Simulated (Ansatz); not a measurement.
NbP in space group I4_1md (No. 109; Nb on 4a, P on 4a) under volume change, plane-wave PAW PBE (Ansatz code), shape and atoms relaxed at each volume.

```csv
V (Å³/atom),E − E(relaxed) (meV/atom),P (GPa)
14.562,88.6,21.37
15.042,37.3,13.12
15.522,8.8,6.05
16.002,0.0,0.00
16.482,8.0,-5.17
16.962,(withheld),(withheld)
17.442,(withheld),(withheld)
```

Task: Complete the blanks.

Result: 
- 17.442, E − E(relaxed) (meV/atom): 64.8
- 17.442, P (GPa): -13.36
- 16.962, E − E(relaxed) (meV/atom): 30.3
- 16.962, P (GPa): -9.59

Task: What does a third-order Birch–Murnaghan fit give for V₀, B₀ and B′?

Result: V₀ = 16.00 Å³/atom, B₀ = 186 GPa, B′ = 4.2.

Symmetry was held in the PBE relaxation. The run is not spin-polarised.

Potentials: the earlier of the program's two PAW sets.
